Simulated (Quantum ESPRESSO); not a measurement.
# Mg2Pt3Zr2Ta: one composition in several site orders

A calculation, not a measurement. The program is pw.x of Quantum ESPRESSO 7.5 (plane-wave density functional theory). The cell is made up: eight metal atoms on a face-centred cubic lattice, with elements, volume, strain and displacements drawn at random and not relaxed, so it may be unstable or far from any real phase. PseudoDojo standard norm-conserving files set the functional (PBE unless stated); there is no spin polarisation or spin-orbit coupling, the Fermi-Dirac width of 0.25 eV means electrons at about 2900 K, and the masses in the input are unused placeholders. Heavy elements are run without spin-orbit coupling, which real alloys of them have. A spin test at this wide smearing found no moment, but such smearing suppresses magnetism that the real alloy may have.

The runs put one composition on the sites in different orders. Cell, positions, cutoff, mesh and smearing stay as in the input of run 1; sites are counted in its order. Stress in the tables is positive in tension.

Input of run 1:

```
&control calculation='scf', pseudo_dir='./dojo.nc.sr.pbe.v0_5.standard.upf', outdir='./o', disk_io='minimal', tprnfor=.true., tstress=.true. /
&system ibrav=0, nat=8, ntyp=4, nbnd=72, ecutwfc=84.00895049, nosym=.true., tot_charge=0,
 occupations='smearing', smearing='fd', degauss=0.0183746611
/
&electrons conv_thr=1.470e-08, electron_maxstep=70, mixing_beta=0.5 /
ATOMIC_SPECIES
Mg 1.0 Mg.upf
Pt 1.0 Pt.upf
Ta 1.0 Ta.upf
Zr 1.0 Zr.upf
CELL_PARAMETERS angstrom
2.1197 4.1713 2.0731
0.0763 4.2209 -4.3217
-4.2519 4.1666 0.0219
ATOMIC_POSITIONS angstrom
Mg -0.1253 -0.0713 0.1292
Pt -2.0919 2.0629 0.1307
Zr -0.0329 2.0372 -2.2753
Ta -2.0802 4.2544 -2.141
Zr 0.0557 4.242 -0.1071
Mg -2.0067 6.2223 -0.0938
Pt 0.0668 6.4717 -2.1834
Pt -2.1924 8.323 -2.3466
K_POINTS automatic
5 5 5 1 1 1
```

```
run  elements on sites 1 to 8  free energy less that of run 1 (eV)  -TS (eV)  pressure (GPa)  stress xx (GPa)  stress yy (GPa)  stress zz (GPa)  stress yz (GPa)  stress xz (GPa)  stress xy (GPa)  iterations
  1   Mg Pt Zr Ta Zr Mg Pt Pt                                0.000    -1.412           -5.08             4.33             3.02             7.90            -1.65            -1.48             1.13          16
  2   Mg Zr Ta Zr Pt Mg Pt Pt                                0.219    -1.429           -4.55             5.73             3.94             4.00             0.34             0.14             2.06          14
  3   Mg Pt Ta Zr Zr Mg Pt Pt                               -0.191    -1.428           -5.02             4.58             3.47             7.02            -1.86            -1.56             1.48          16
  4   Mg Pt Pt Zr Mg Ta Zr Pt                                0.996    -1.485           -3.93             3.75             2.58             5.45            -2.94             0.13            -2.46          16
  5   Pt Pt Zr Zr Pt Mg Ta Mg                               -0.377    -1.397           -4.26             4.35             2.18             6.25            -2.10            -1.11             1.03          14
  6   Pt Pt Zr Mg Ta Mg Zr Pt                                0.097    -1.408           -4.02             2.48             4.28             5.28            -2.61            -3.32             1.88          15
```

Forces Fx Fy Fz (eV/Å):

| site | run 1 | run 2 | run 3 | run 4 | run 5 | run 6 |
| --- | --- | --- | --- | --- | --- | --- |
| 1 | 0.97 0.91 -0.48 | 0.86 0.46 -0.96 | 1.00 0.91 -0.54 | 1.80 0.86 -0.67 | 0.36 0.40 -0.75 | 0.01 0.63 -0.76 |
| 2 | 0.20 -0.33 -0.91 | 0.15 0.41 -0.64 | -0.04 -0.10 -0.95 | -0.24 -0.28 -0.72 | -0.06 0.04 0.13 | 0.24 -0.23 -0.90 |
| 3 | 0.77 0.19 -0.39 | -0.39 -0.43 0.31 | 0.69 0.22 -0.64 | 0.24 0.32 0.54 | -0.63 -0.02 1.22 | 1.34 0.27 0.68 |
| 4 | -0.35 -0.33 -1.08 | 0.13 -0.73 -0.03 | -0.81 -0.41 -1.14 | -1.36 -0.09 0.38 | 0.48 -0.42 0.76 | -0.31 -0.10 0.12 |
| 5 | -0.94 -0.96 0.57 | 0.15 0.08 -0.11 | -0.09 -1.09 0.85 | 0.67 -0.33 0.13 | 0.07 -0.29 -0.30 | -0.09 -0.32 0.89 |
| 6 | -0.31 0.55 0.90 | -0.76 0.37 0.43 | -0.68 0.64 0.96 | -0.59 0.37 0.33 | -0.32 0.56 1.21 | -0.54 0.55 1.18 |
| 7 | -0.51 -0.46 0.34 | -0.02 -0.36 0.25 | -0.06 -0.58 0.43 | -0.77 -1.30 -0.32 | -0.16 -0.50 -1.87 | -0.91 -1.11 -2.43 |
| 8 | 0.17 0.43 1.05 | -0.12 0.19 0.75 | -0.03 0.42 1.03 | 0.25 0.45 0.33 | 0.25 0.24 -0.40 | 0.27 0.32 1.22 |

The sites are displaced and not relaxed, so the energy differences mix bonding between neighbours with strain and are not ordering energies. A rerun of one cell of this series at a higher cutoff and on a denser mesh moved values by no more than 0.003 eV in energy, 0.02 GPa in stress and 0.003 eV/Å in force, and a second program with other atomic files agreed on that cell to 2 % rms in force and 0.5 GPa in pressure.